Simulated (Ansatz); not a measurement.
**Two-dimensional strain map in Al**

Computed with DFT r2SCAN, scalar-relativistic, plane waves, PAW (Ansatz 0.2.0). Cutoff 500 eV, Γ-centred 20×20×20 k-points, Gaussian smearing of 0.15 eV. No spin polarisation. Energies are free energies at this smearing, counted from the undisturbed cell; pressure is positive in compression.

The starting cell (as given, not relaxed at this level; it stands at 0.5 GPa; this bcc form isn't the usual structure):

```
CELL_PARAMETERS angstrom
-1.59122 1.59122 1.59122
1.59122 -1.59122 1.59122
1.59122 1.59122 -1.59122
ATOMIC_POSITIONS crystal
Al 0.00000 0.00000 0.00000
```

The cell is strained by p along both x and y and by q along z, fractional coordinates fixed. Points are written (p, q).

p was sampled at -0.050, -0.025, 0.000, 0.025, 0.050 and q at -0.050, -0.025, 0.000, 0.025, 0.050.

Q: Where on the computed points is the energy highest, and how high?

A: At (-0.050, -0.050): 119.1 meV/atom.

Q: Away from (0, 0), which computed point is lowest?

A: (-0.025, 0.050): -9.7 meV/atom.

The map, in meV/atom:

| p \ q | -0.050 | -0.025 | 0.000 | 0.025 | 0.050 |
| --- | --- | --- | --- | --- | --- |
| -0.050 | 119.1 | 80.3 | 47.5 | 20.0 | -2.5 |
| -0.025 | 50.7 | 29.5 | 12.1 | -0.7 | -9.7 |
| 0.000 | 9.7 | 2.5 | 0.0 | 0.1 | 3.4 |
| 0.025 | -7.4 | -2.7 | 6.5 | 18.3 | 32.1 |
| 0.050 | -4.6 | 10.6 | 29.4 | 50.8 | 73.5 |